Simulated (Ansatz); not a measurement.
Sr2H3I in space group P-3m1 (No. 164; Sr on 2d, H on 1b, H on 2d, I on 1a), DFT-PBE in the program Ansatz with PAW potentials, all energies at zero smearing, with the estimated change up to a 700 eV cutoff added, with one set of potentials and settings (totals compare only within such a set). Cell of 6 atoms (2 Sr, 3 H, 1 I): -14654.103 eV.

| element | reference phase | E (eV/atom) |
|---|---|---|
| Sr | C2/m, 3 atoms in the cell | -3544.2201 |
| H | Cmce, 4 atoms in the cell | -15.8838 |
| I | Cmce, 4 atoms in the cell | -7512.9095 |

Formation energy per atom, worked out: (-14654.103 − 2×(-3544.2201) − 3×(-15.8838) − 1×(-7512.9095))/6 = -0.850 eV/atom (-82 kJ per mol of atoms), at 0 K, without zero-point energy or fitted corrections.

The first step of the workflow began from a Materials Project structure, measured or hypothetical; the Crystallography Open Database copy checked does not list it. Its standing as an ambient phase is unchecked. The cell was relaxed with PBE under the symmetry of its start; whether a distortion lowers the energy is not shown. The references are the lowest solids computed at this level, not always the standard phases (solids in place of the gases). Spin–orbit coupling is left out wherever it is not named.

Potentials: the later of the program's two PAW sets.
